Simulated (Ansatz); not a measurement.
Crystals of one structure type (zinc blende) and one family of elements, relaxed and computed with LDA in the plane-wave PAW code Ansatz.

```json
[
 {"crystal": "BAs", "gap (eV)": "1.11", "ε∞": "9.66"},
 {"crystal": "BP", "gap (eV)": "1.14", "ε∞": "9.18"},
 {"crystal": "AlAs", "gap (eV)": "1.32", "ε∞": "9.44"},
 {"crystal": "GaP", "gap (eV)": "1.38", "ε∞": "?"},
 {"crystal": "AlP", "gap (eV)": "1.42", "ε∞": "8.33"},
 {"crystal": "AlN", "gap (eV)": "3.25", "ε∞": "4.54"},
 {"crystal": "BN", "gap (eV)": "4.39", "ε∞": "4.57"}
]
```

Question: Fit a straight line to ln ε∞ against ln E_g and predict the withheld value.

Answer: Least squares on the 6 shown rows: ln ε∞ = -0.60 × ln E_g + (2.333), with a scatter of 6.8 %. For GaP this gives 8.50. The run itself gave 10.6, a miss of 19.8 % of that, well beyond the scatter: the line misses something about this case.

All cells were relaxed under the symmetry of their starts (and spin orders); stability against distortions was not tested throughout. Spin–orbit coupling is left out wherever it is not named.

Potentials: the earlier of the program's two PAW sets. The files were generated under PBE; for other functionals the program regenerates the frozen cores, and for LDA and PBEsol the local potential too.
